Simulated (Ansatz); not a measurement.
Ni2H:
```xyz
3
Lattice="2.5113 0.0000 0.0000 -1.2556 2.1748 0.0000 0.0000 0.0000 4.1630" Properties=species:S:1:pos:R:3 pbc="T T T"
Ni     1.2556     0.7249     3.0843
Ni     0.0000     1.4499     1.0787
H      0.0000     0.0000     0.0000
```
Starting moments (μB, in the order of the atoms Ni Ni H): 0.1 0.1 0.0.

Relaxed with PBEsol. Special points in fractions of this cell's reciprocal vectors: Γ (0.000, 0.000, 0.000); M (0.500, 0.000, 0.000); K (0.333, 0.333, 0.000); A (0.000, 0.000, 0.500); L (0.500, 0.000, 0.500); H (0.333, 0.333, 0.500).

**Question.** List the band energies nearest the Fermi level at these points for plane-wave PAW PBEsol (Ansatz code).

**Answer.** In eV from the Fermi level; about four levels below and three above (degenerate sets whole), none deeper than 8.9 eV; … stands for higher levels left out; points with the same levels are listed once.

```tsv
k	below	above
Γ ↑	-1.22 -1.22 -0.35 -0.35	4.71 15.28 …
M ↑	-1.70 -0.18 -0.16 -0.06	0.64 2.63 7.57
K ↑	-1.64 -0.46 -0.46 -0.40	1.81 4.32 4.32
A ↑	-0.63 -0.63 -0.58 -0.58	10.85 11.76 …
L ↑	-1.18 -0.82 -0.12 -0.11	0.36 0.60 5.60
H ↑	-1.65 -1.18 -0.29 -0.29	2.94 4.73 4.73
Γ ↓	-1.13 -1.13 -0.26 -0.26	4.79 15.27 …
M ↓	-1.99 -1.59 -0.06 -0.05	0.07 0.76 2.70
K ↓	-1.54 -0.33 -0.33 -0.30	1.90 4.37 4.37
A ↓	-0.53 -0.53 -0.49 -0.49	10.87 11.79 …
L ↓	-1.60 -1.18 -1.09 -0.75	0.01 0.02 0.46
H ↓	-1.55 -1.08 -0.16 -0.16	3.02 4.77 4.77
```

Space group P-3m1. The workflow started from an entry of the Crystallography Open Database (COD), which files this formula under 2 space groups. Whether it is the stable phase at ambient conditions was not checked. Symmetry was held in the PBEsol relaxation; its stability against distortions is not shown here. Magnetic state: ferromagnetic, the only order run, not a proven ground state.

Potentials: the later of the program's two PAW sets.
